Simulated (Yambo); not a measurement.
CdCl2 (space group R-3m, No. 166), G0W0@PBEsol in Yambo (4×4×4 mesh, plasmon pole; 8 Ry block, no terminator). The number N of bands in W and G is varied.

| N | x = 1/N | gap F → Γ (eV) | shift of the valence edge (eV) |
|---|---|---|---|
| 56 | 0.01786 | 5.789 | -1.071 |
| 81 | 0.01235 | 5.718 | -1.213 |
| 113 | 0.00885 | 5.684 | -1.327 |
| 147 | 0.00680 | ? | ? |

### Question
Basis-set arguments suggest E = E∞ + A x. Fix A and E∞ from the two rows above the withheld one, predict the row at 147 bands, and test the form.

### Answer
Gap: A = (5.684 − (5.718))/(0.00885 − 0.01235) = 9.71, E∞ = 5.598 eV, so 5.664 eV is predicted; the run gave 5.683 eV (miss 19 meV). The first two rows have slope 12.9, so the form doesn't hold yet over the whole range. Shift: A = (-1.327 − (-1.213))/(0.00885 − 0.01235) = 32.6, E∞ = -1.615 eV, so -1.394 eV is predicted; the run gave -1.410 eV (miss 16 meV). The first two rows have slope 25.8, so the form doesn't hold yet over the whole range. The other settings are held fixed.

Spin-orbit coupling is not included.

Geometry of the Materials Project entry, not relaxed at this level; primitive cell a = 6.499 Å, b = 6.499 Å, c = 6.499 Å, α = 34.52°, β = 34.52°, γ = 34.52°.

A shift is the quasiparticle energy of the state minus its PBEsol energy.

The distance between layers or molecules is the database entry's, not relaxed here. Functionals without dispersion can leave it too large, which widens gaps and weakens the response across layers: the numbers belong to this cell.
